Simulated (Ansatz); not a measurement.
Na$_{2}$MgPb (space group P6_3/mmc)

Space group P6₃/mmc (No. 194); a = b = 5.0943 Å, c = 10.0879 Å, α = β = 90.00°, γ = 120.00°

| atom | site | symmetry | x | y | z |
|---|---|---|---|---|---|
| Na | 4f | 3m. | 0.6667 | 0.3333 | 0.0795 |
| Mg | 2b | -6m2 | 0.0000 | 0.0000 | 0.2500 |
| Pb | 2c | -6m2 | 0.3333 | 0.6667 | 0.2500 |

Equation-of-state scan: isotropic scaling of the cell above, V₀ being its volume. The atoms relax within the cell's symmetry.

Method: PBEsol (plane waves to 420 eV, PAW, scalar-relativistic; Ansatz, a program for electronic structure). k mesh 11×11×5 (Γ-centred), Fermi-Dirac smearing 0.05 eV. E stands for the smeared free energy. With the shape held, the modulus is that of even scaling; a crystal free to change shape is softer. Na2MgPb was relaxed with its symmetry unable to fall. Spin-orbit coupling is left out, though Pb is heavy. The zero of ΔE is the relaxed starting cell. The last digit holds for this mesh only.

```
V (Å³/atom)  ΔE (meV/atom)
-----------  -------------
23.806                70.6
24.940                36.6
26.073                15.0
27.207                 3.5
28.341                 0.0
29.474                 3.0
30.608                11.2
31.742                23.6
32.875                39.2
```

Question: What is the fitted pressure derivative B₀′?

Answer: 4.4.

Question: What bulk modulus at fixed cell shape B₀ follows from a third-order Birch-Murnaghan fit?

Answer: 22.7 GPa. Check by three points about V = 28.341 Å³/atom, step 2.267: d²E/dV² ≈ (15 − 2·0 + 11) meV / 2.267² = 0.00506 eV/Å⁶, and V·d²E/dV² × 160.2 = 23.0 GPa.

(A scan under strain: stresses follow from slopes of the energy per volume, elastic moduli from its curvatures.)
